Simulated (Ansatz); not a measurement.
**Thickness series of a surface: fcc Cu (111)**

All-electron LAPW in Ansatz 0.2.0 under PBEsol, scalar-relativistic, energies extrapolated to zero smearing, no spin–orbit coupling, no spin polarisation. The 1×1 slabs (area 5.50 Å²) are cut from the bulk relaxed on PAW files, and their atoms are relaxed; γ counts from the bulk energy, Δd12 is the change of the outer spacing. No reconstruction is allowed, and meshes differ a little between slabs.

```json
{"planes": "5", "γ (J/m²)": "1.667", "Φ (eV)": "4.95", "Δd12 (%)": "-0.9"}
{"planes": "6", "γ (J/m²)": "1.648", "Φ (eV)": "4.98", "Δd12 (%)": "-0.9"}
{"planes": "7", "γ (J/m²)": "1.664", "Φ (eV)": "4.95", "Δd12 (%)": "?"}
```

Question: Fill in "Δd12 (%)" for the row "7".

Answer: -1.0.

Question: How far have the values settled with thickness?

Answer: Between 6 and 7 planes γ moves by +1.0 % and Φ by -0.02 eV. Thin films carry quantum-size oscillations, so two neighbours that agree don't prove convergence.
